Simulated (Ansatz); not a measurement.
A geometry of TaRu away from equilibrium: step 2 of the relaxation of a generated cell, TaRu built in the AFLOW prototype AB_oC8_65_j_g (as in VIr). All values below come from PBEsol (plane waves to 420 eV, PAW, scalar-relativistic; Ansatz, an electronic-structure program). Γ-centred k-mesh 7×7×11 on the run's cell (coarser than for final values), Fermi–Dirac smearing 0.05 eV. The plane waves were selected for a different cell earlier on the path.

```xyz
4
Lattice="3.0442 -3.3457 0.0000 3.0442 3.3457 0.0000 0.0000 0.0000 2.9659" Properties=species:S:1:pos:R:3 pbc="T T T"
Ru     3.0442    -1.8153     1.4830
Ru     3.0442     1.8153     1.4830
Ta     1.5746     0.0000     0.0000
Ta     4.5139     0.0000     0.0000
```

Problem. Give the Cartesian forces on all atoms (eV/Å).

Solution. 
```csv
atom,Fx,Fy,Fz
Ru1,0.00,0.31,0.00
Ru2,0.00,-0.31,0.00
Ta3,0.76,0.00,0.00
Ta4,-0.76,0.00,0.00
```

The path ends in Cmmm (No. 65) (AFLOW prototype AB_oC8_65_j_g (as in VIr)). No spin polarisation in the result.

The run could not lose the symmetry of its start.

The first start was generated by placing the elements on the sites of a structure type. Materials Project lists a structure of TaRu in the same space group, Cmmm (No. 65); the sites were not compared with it, nor with measured phases.
